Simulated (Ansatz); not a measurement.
An Ansatz input:

```yaml
crystal:
  lattice:
    - [5.5706665117, 0.0, 0.0]
    - [0.0, 5.5706665117, 0.0]
    - [0.0, 0.0, 5.5706665117]
  atoms:
    - { symbol: Li, position: [0.0, 0.0, 0.0] }
    - { symbol: Li, position: [0.5, 0.5, 0.5] }
    - { symbol: Li, position: [0.25, 0.0, 0.5] }
    - { symbol: Li, position: [0.75, 0.0, 0.5] }
    - { symbol: Li, position: [0.5, 0.25, 0.0] }
    - { symbol: Li, position: [0.5, 0.75, 0.0] }
    - { symbol: Li, position: [0.0, 0.5, 0.25] }
    - { symbol: Li, position: [0.0, 0.5, 0.75] }
hamiltonian:
  xc: r2scan
  pseudopotentials:
    kind: paw
    azcp:
      Li: "pseudopotentials/Li.paw.azcp"
basis:
  ecutwfc: 500
  fft_grid_basis: typed
kpoints:
  mp_grid: { grid: [5, 5, 5], shift: [0, 0, 0] }
magnetization:
  spin_polarized: false
scf:
  occupations: { method: fermi_dirac, width: 0.1 }
relax:
  max_steps: 60
  f_tol: 0.01
  cell: {}
```

Output

```
Engine: ansatz 0.2.0, x86_64-unknown-linux-gnu
Pseudopotentials: kind: paw
Pseudopotential: Li, paw, valence charge 3, recommended cutoff 500 eV (meta_gga) 
Functional definition: r2SCAN
  parameter k0 = 0.174
  parameter k1 = 0.065
  parameter a1 = 4.9479
  exchange = r2scan_x(k0 = k0, k1 = k1, a1 = a1)
  correlation = r2scan_c
Crystal: 8 atoms, lattice volume = 172.871 Å³
Basis set: ecut = 500 eV, 4385 PW (Γ), exchange–correlation on 180×180×180 points (64 copies of the dense FFT grid, shifted against one another)
Bands: 20, of which v1, the nominal top of the filled ones, is band 12 counted from 1 (11 counted from 0)
Symmetry: 48 space group operations
Space group: Pm-3n (ITA 223), of the structure as read, at distance tolerance 5.6e-5 Å
k-points: 10 of 125
Non-local potential: Li, projectors of the file, l = 0: 3, l = 1: 2, l = 2: 1
PAW form: soft (Blöchl's): semilocal exchange-correlation on the pseudo side does not see the compensation charge
PAW one-centre angular grid: Li, 302 points (default); XC on 327 of its mesh's 2665 points in the sphere
Initial density: superposition of atomic densities (neutral atoms: chi_scale 0, normalization atom), corrected by the library's trained network
Initial wavefunctions: pseudopotential atomic-orbital guess
Functional: x = r2scan, c = r2scan; τ floored in thin density (d = 2e-4 eV/Å³)
SCF iter   1: F=—  HF=-1641.012387 eV  |F-HF|=—  |Δ(HF+E_count)|=         —  Δρ=2.39e-3  dr2=5.63e-3  dr2_τ=2.31e-3  ethr=1.77e-3  ⟨swp⟩=4.9  Hψ=903  notcnv=0
SCF iter   2: F=—  HF=-1641.009816 eV  |F-HF|=—  |Δ(HF+E_count)|=   2.57e-3  Δρ=1.31e-3  dr2=2.44e-3  dr2_τ=7.47e-5  ethr=2.35e-5  ⟨swp⟩=2.0  Hψ=479  notcnv=0  defer=1
SCF iter   3: F=—  HF=-1641.010131 eV  |F-HF|=—  |Δ(HF+E_count)|=   3.15e-4  Δρ=3.22e-4  dr2=3.30e-4  dr2_τ=4.02e-6  ethr=1.02e-5  ⟨swp⟩=2.0  Hψ=320  notcnv=0  defer=1
SCF iter   4: F=—  HF=-1641.010115 eV  |F-HF|=—  |Δ(HF+E_count)|=   1.67e-5  Δρ=4.51e-5  dr2=2.90e-6  dr2_τ=8.61e-7  ethr=1.37e-6  ⟨swp⟩=2.0  Hψ=321  notcnv=0  defer=1
SCF iter   5: F=—  HF=-1641.010112 eV  |F-HF|=—  |Δ(HF+E_count)|=   2.27e-6  Δρ=1.34e-5  dr2=5.29e-7  dr2_τ=1.06e-8  ethr=1.21e-8  ⟨swp⟩=2.0  Hψ=322  notcnv=0  defer=1
SCF iter   6: F=-1641.010112 eV  HF=-1641.010112 eV  |F-HF|=7.48e-9  |Δ(HF+E_count)|=   1.75e-7  Δρ=4.29e-6  dr2=4.37e-8  dr2_τ=5.14e-10  ethr=4.17e-10  ⟨swp⟩=4.0  Hψ=523  notcnv=0
SCF 1 converged in 6 iterations: F = -1641.010112 eV  dr2 = 4.37e-8
relax step   1: F+E_penalty+E_count = -1641.01011226 eV  Δ(F+E_penalty+E_count) = +0.000e0 eV  max|allowed force component| = 6.505e-19 eV/Å  Δτ_max = 0.0000 Å  P = -0.332 GPa  Ω = 172.871 Å³  (6 SCF iters, dr2 threshold 1.00e-7 eV, accepted)
...
SCF iter   2: F=—  HF=-1641.015028 eV  |F-HF|=—  |Δ(HF+E_count)|=   2.85e-8  Δρ=2.16e-6  dr2=1.67e-9  dr2_τ=1.85e-10  ethr=2.88e-11  ⟨swp⟩=2.0  Hψ=339  notcnv=0
SCF iter   3: F=—  HF=-1641.015028 eV  |F-HF|=—  |Δ(HF+E_count)|=   3.25e-9  Δρ=3.71e-7  dr2=1.44e-10  dr2_τ=5.55e-12  ethr=6.94e-12  ⟨swp⟩=2.0  Hψ=322  notcnv=0
SCF iter   4: F=-1641.015028 eV  HF=-1641.015028 eV  |F-HF|=3.18e-12  |Δ(HF+E_count)|=  1.49e-10  Δρ=6.46e-8  dr2=8.80e-12  dr2_τ=1.70e-13  ethr=1.00e-12  ⟨swp⟩=3.9  Hψ=504  notcnv=0
SCF 4 converged in 4 iterations: F = -1641.015028 eV  dr2 = 8.80e-12
relax step   4: F+E_penalty+E_count = -1641.01502780 eV  Δ(F+E_penalty+E_count) = +1.123e-4 eV  max|allowed force component| = 1.409e-18 eV/Å  Δτ_max = 0.0000 Å  P = +0.005 GPa  Ω = 168.153 Å³  stress off target by 4.89e-3 GPa  SCF on the basis re-selected at this cell (its energy is not comparable with the rows above)  (4 SCF iters)
basis re-selected at this cell: Δ(F+E_penalty+E_count) = +1.123e-4 eV, ΔP = +0.000 GPa vs the last step (what re-selecting the basis moved, of the pressure what is left beyond the Pulay correction that the steps carried, after the strain that the cell walked since its last selection, with what the two solves' SCF thresholds leave and, on support functions, any second-order correction that the steps lacked; it is no measure of the basis error at this ecutwfc). This SCF's stress stands 4.89e-3 GPa from its target on what of the cell is left free (relax.cell.stress_tol is 5.00e-2 GPa) and its largest allowed force component is 1.41e-18 eV/Å (relax.f_tol is 1.00e-2 eV/Å): within both
SCF converged after 4 iterations
Free energy (F): -1641.015028 eV
Harris-Foulkes:  -1641.015028 eV  (|F-HF|=3.18e-12)
Internal energy: -1640.910134 eV  (E = F + TS)
E sigma→0 (E₀):  -1640.962581 eV
Entropy (-TS):   -0.104893 eV (-13.112 meV/atom)
Fermi energy:    0.990803 eV
--- Per-component energies (eV) ---
  E_band       = -759.911232
  E_kinetic    = 168.981226
  E_local      = -1068.535505  (includes V_loc(G=0)·N_el)
  E_nonlocal   = -266.623604
  E_hartree    = 317.801636
  E_xc         = -76.699372
  E_vxc        = -109.270617  (∫ρ·V_xc dr)
  E_paw        = -174.536617  (= ΣΔE_a)
  E_vpaw       = -126.678036  (= ΣTr[D̂ρ^β])
  E_aug_tail   = -0.000798  (compensation charges beyond the density's cutoff)
  E_vtau       = 6.612893  (kinetic-family band-sum trace: ∫τ·v_τ [+ j·A + Jᵃ·Aᵃ] dr)
  E_ewald      = -541.297101
  E_smearing   = -0.104893  (= −TS)
  E_closure    = -0.000000  (closes the sum)
  Σ components = -1641.015028   (vs F -1641.015028, Δ=0.00e0)
--- Forces (eV/Å), atoms counted from 1 ---
  atom   1  Li    -0.00000000     0.00000000     0.00000000
  atom   2  Li     0.00000000    -0.00000000    -0.00000000
  atom   3  Li     0.00000000    -0.00000000     0.00000000
  atom   4  Li    -0.00000000     0.00000000    -0.00000000
  atom   5  Li     0.00000000     0.00000000     0.00000000
  atom   6  Li    -0.00000000     0.00000000    -0.00000000
  atom   7  Li     0.00000000    -0.00000000     0.00000000
  atom   8  Li    -0.00000000     0.00000000    -0.00000000
  max |Σ_I F_I| component: 8.67e-19 eV/Å
--- Stress (GPa, compression-positive) ---
        0.004895      -0.000000       0.000000
       -0.000000       0.004895      -0.000000
        0.000000      -0.000000       0.004895
  P = ⅓ Tr σ = 0.0049 GPa (0.049 kbar)
--- Relaxed structure (3 steps of the walk, 3 accepted, 1 SCFs on fresh bases) ---
  F+E_penalty+E_count = -1641.01502780 eV   max|allowed force component| = 1.409e-18 eV/Å   (the final SCF, on the basis selected at the relaxed cell)
  cell:  # Å, volume = 168.1527 Å³
    - [5.519519789332762, -6.098778157226247e-34, 6.098778157226247e-34]
    - [-1.1234591342258875e-33, 5.519519789332762, -5.777789833161707e-34]
    - [9.62964972193618e-35, -5.777789833161707e-34, 5.519519789332762]
  atoms:
    - { symbol: Li, position: [-7.883521451963325e-36, 5.542661406269719e-36, -7.652811687844485e-37] }
    - { symbol: Li, position: [0.5, 0.5, 0.5] }
    - { symbol: Li, position: [0.25, -4.847718580204429e-35, 0.5] }
    - { symbol: Li, position: [0.75, -1.1023425070946603e-35, 0.5] }
    - { symbol: Li, position: [0.5, 0.25, -7.652811687844471e-37] }
    - { symbol: Li, position: [0.5, 0.75, -4.5016539340260496e-38] }
    - { symbol: Li, position: [2.4438353794344546e-35, 0.5, 0.25] }
    - { symbol: Li, position: [2.875994157100968e-35, 0.5, 0.75] }
```
